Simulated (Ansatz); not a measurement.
What moves the field gradients of Cs₂HgSe₂?

Cell of run 1: a refined structure from the COD, taken as it stands.

Space group Pbam (No. 55); a = 8.1849, b = 10.3302, c = 4.7112 Å.

```csv
site,Wyckoff,site symmetry,x,y,z
Cs,4h,..m,0.3922,0.8331,0.5000
Hg,2a,..2/m,0.5000,0.5000,0.0000
Se,4g,..m,0.2303,0.5945,0.0000
```

One atom of each set is listed.

Relaxed positions (PBE, cell held):

Cs (0.3901, 0.8330, 0.5000)
Hg (0.5000, 0.5000, 0.0000)
Se (0.2264, 0.5956, 0.0000)

All runs are DFT with Ansatz 0.2.0 (plane waves and PAW, scalar-relativistic unless spin–orbit coupling is named, Γ-centred meshes, Fermi–Dirac smearing where given) in this cell.

Run 1: PBE, atoms as given; 420 eV, 4×3×6 k-points, smearing 0.02 eV.
Run 2: PBE, atoms relaxed; 420 eV, 4×3×6 k-points, smearing 0.02 eV.
Run 3: r2SCAN, at the relaxed atoms; 500 eV, 4×3×6 k-points, smearing 0.02 eV.
Run 4: PBE with spin–orbit coupling, at the relaxed atoms; 420 eV, 4×3×6 k-points, smearing 0.02 eV.

| run | Cs V_zz (η) | Hg V_zz (η) | Se V_zz (η) |
| --- | --- | --- | --- |
| 1 | 6.99 (0.33) | -66.6 (0.02) | 34.6 (0.02) |
| 2 | ? | ? | ? |
| 3 | 7.79 (0.28) | -71.1 (0.02) | 37.3 (0.01) |
| 4 | 7.17 (0.30) | -62.8 (0.02) | 36.8 (0.02) |

V_zz in 10²¹ V/m².

Problem. Estimate the row of run 2.

Solution. Cs: 7.24 (0.30); Hg: -63.6 (0.02); Se: 36.6 (0.02). It lies nearest to run 4, from whose tensors on these sites it differs by 0.78 at most (largest principal value of the difference, on Hg). Taken one at a time, the functional (r2SCAN with its higher cutoff) moves the tensors on these sites by up to 7.54 (largest principal value of the change, on Hg), the positions of the atoms (as given or relaxed) by 3.01 (Hg), spin–orbit coupling by 0.78 (Hg).

In run 1 the atoms aren't at the calculated equilibrium (largest force 0.40 eV/Å).
